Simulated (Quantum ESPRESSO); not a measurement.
NMR parameters of HfO2

```xyz
6
Lattice="3.5580 0.0000 0.0000 0.0000 3.5580 0.0000 0.0000 0.0000 5.1719" Properties=species:S:1:pos:R:3 pbc="T T T"
Hf     1.7790     1.7790     2.5859
Hf     0.0000     0.0000     0.0000
O      0.0000     1.7790     3.6059
O      0.0000     1.7790     1.0199
O      1.7790     0.0000     4.1519
O      1.7790     0.0000     1.5660
```
Geometry: a computed entry of the Materials Project; it was not checked against measured cells. It is HfO2 in P4₂/nmc. Stability against distortions was not tested. The run has no spin polarisation.

Shieldings are absolute and leave out the bulk-susceptibility term; a larger σ means a smaller chemical shift. By our sweeps, such settings leave a few ppm in absolute σ on light atoms and up to some 20 ppm from Zn on. Spin–orbit coupling is left out; its weight grows with the heaviest atom, Hf here.

Shieldings of H and of elements past Ba are not listed.

### Question
What do the calculations give at each independent site (shieldings by PBE GIPAW (a modified build of Quantum ESPRESSO, JTH PAW datasets), 22.5 Ha, k-mesh 6×6×4 shifted, f-sum rule met within 0.011 %)?

### Answer
```
site                  site symmetry  σ_iso (ppm)
--------------------  -------------  -----------
Hf (atoms 1, 2)                -4m2            –
O (atoms 3, 4, 5, 6)            2mm         -102
```
